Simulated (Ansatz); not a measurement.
LaZn₅ in space group P6/mmm (No. 191; La on 1a, Zn on 2c, Zn on 3g), the program Ansatz at the r²SCAN level (PAW), all energies at zero smearing, with the estimated change up to a 700 eV cutoff added, with one set of potentials and settings (totals compare only within such a set). Cell of 6 atoms (1 La, 5 Zn): -22895.111 eV.

| element | reference phase | E (eV/atom) |
|---|---|---|
| La | P6_3/mmc, 4 atoms in the cell | -6264.6784 |
| Zn | P6_3/mmc, 2 atoms in the cell | -3325.6729 |

Formation energy per atom, worked out: (-22895.111 − 1×(-6264.6784) − 5×(-3325.6729))/6 = -0.345 eV/atom (-33 kJ per mol of atoms), at 0 K, without zero-point energy or fitted corrections.

The workflow started from an entry of the Crystallography Open Database (COD, 296 K). Its standing as an ambient phase is unchecked. Symmetry was held in the r²SCAN relaxation; whether a distortion lowers the energy is not shown. The references are the lowest solids computed at this level, not always the standard phases. Spin–orbit coupling is left out wherever it is not named.

Potentials: the later of the program's two PAW sets.
